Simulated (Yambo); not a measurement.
# Bethe-Salpeter results for ZnSO₄

```xyz
6
Lattice="0.0000 3.8728 3.8728 3.8728 0.0000 3.8728 3.8728 3.8728 0.0000" Properties=species:S:1:pos:R:3 pbc="T T T"
O      4.7116     4.7116     6.9068
O      6.9068     6.9068     6.9068
O      6.9068     4.7116     4.7116
O      4.7116     6.9068     4.7116
S      0.0000     0.0000     0.0000
Zn     5.8092     5.8092     5.8092
```

The geometry is that of Materials Project entry mp-545756, symmetrised and not relaxed again.

BSE in Yambo on PBEsol (pw.x of Quantum ESPRESSO, ONCV potentials, scalar-relativistic) bands: 6×6×6 mesh, 8 valence and 5 conduction bands, static screening with 66 bands and a 3 Ry block, scissor 3.29 eV, Tamm-Dancoff; field along x.

```tsv
state	energy (eV)	states within 2 meV	relative strength	class	main transitions
1	6.59	3	< 0.01	dark	several band pairs
2	7.31	5	1.00	strong	several band pairs
3	7.50	1	< 0.01	dark	several band pairs
4	7.50	1	< 0.01	dark	several band pairs
5	7.50	1	< 0.01	dark	several band pairs
6	7.56	1	< 0.01	dark	VB → CB (81 %)
7	7.56	3	< 0.01	dark	several band pairs
8	7.80	4	0.31	strong	several band pairs
```

These are vertical excitations (zero momentum). The direct quasiparticle gap on this mesh is 8.05 eV; counted from there, state 1 is bound by 1.46 eV. Convergence with the mesh was not shown.

Spin singlets only. Strengths are relative to the strongest of the lowest states of this run; strong means a line over 3 % of the spectrum's maximum, dark under 0.03 %. Absolute energies carry the error of the G0W0 scissor, whose convergence isn't established.

With a shallow 3d shell G0W0 needs far more bands and larger blocks than here, so the scissor is uncertain by tenths of an eV or more.
